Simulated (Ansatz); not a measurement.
Input:

TiAl:
```
TiAl
1.0
    2.82186     0.00000     0.00000
    0.00000     2.82186     0.00000
    0.00000     0.00000     4.07733
Al Ti
1 1
Cartesian
  1.41093   1.41093   2.03866
  0.00000   0.00000   0.00000
```

This is the PBE-relaxed structure.

Problem. All from PBE in the plane-wave PAW code Ansatz, unless another level is named. Predict the highest zone-centre frequency.

Solution. 301 cm^-1.

Problem. Next, the Poisson's ratio?

Solution. 0.25.

Problem. Predict the vibrational entropy at 300 K.

Solution. 24.6 J/(K·mol of atoms).

Space group P4/mmm (L1₀ or tetragonal B2). The PBE relaxation kept the symmetry of its start; phonons on a q-mesh show no instability. The run is not spin-polarised. As this level gives no gap, phonon frequencies hold no LO–TO term and depend on the k-mesh and smearing (Fermi–Dirac, 0.1 eV here).

Potentials: the later of the program's two PAW sets.
